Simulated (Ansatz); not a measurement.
# PdPt$_{2}$S$_{6}$: vibrational free energy, entropy and heat capacity

Theory: DFT PBE, scalar-relativistic, plane waves, PAW in Ansatz. Plane waves to 420 eV; Γ-centred k mesh 12×12×2; fixed occupations. No spin polarisation. Phonons by linear response, acoustic sum rule imposed.

Relaxed structure:
```cif
data_structure
_symmetry_space_group_name_H-M 'P 1'
_symmetry_Int_Tables_number 1
_cell_length_a 3.5704
_cell_length_b 3.5704
_cell_length_c 19.3777
_cell_angle_alpha 90.000
_cell_angle_beta 90.000
_cell_angle_gamma 120.000
_cell_volume 213.93
loop_
_atom_site_label
_atom_site_type_symbol
_atom_site_fract_x
_atom_site_fract_y
_atom_site_fract_z
_atom_site_occupancy
Pd1 Pd 0.00000 0.00000 0.00000 1
Pt1 Pt 0.00000 0.00000 0.33203 1
Pt2 Pt 0.00000 0.00000 0.66797 1
S1 S 0.33333 0.66667 0.06351 1
S2 S 0.33333 0.66667 0.39557 1
S3 S 0.33333 0.66667 0.73149 1
S4 S 0.66667 0.33333 0.26851 1
S5 S 0.66667 0.33333 0.60443 1
S6 S 0.66667 0.33333 0.93649 1
```

The cell was found from a structure generator's guess, not taken from experiment. Spin–orbit coupling is left out, which matters for heavy elements. The q mesh is coarse, so values between its points are rough. Modes under 40 cm⁻¹ are poorly fixed. No dispersion correction is applied, so modes and constants that involve weak contacts between layers, chains or molecules come out too soft.

Force constants from linear response on a 2×2×1 q mesh, interpolated to a fine mesh.

Task: How much zero-point energy does an atom carry?

Result: 44.5 meV.

Task: How large are the vibrational entropy and heat capacity at 300 K?

Result: S = 3.12 k_B and C_V = 2.66 k_B per atom, 89 % of the Dulong–Petit value.

Task: Tabulate them against temperature.

Result:
```csv
T (K),F_vib (meV/atom),S (k_B/atom),C_V (k_B/atom)
100,41.8,0.84,1.29
200,29.0,2.11,2.31
300,6.2,3.12,2.66
400,-24.2,3.91,2.80
500,-60.7,4.54,2.87
600,-102.2,5.07,2.91
700,-147.9,5.52,2.93
800,-197.2,5.91,2.95
900,-249.6,6.26,2.96
1000,-305.0,6.57,2.97
```
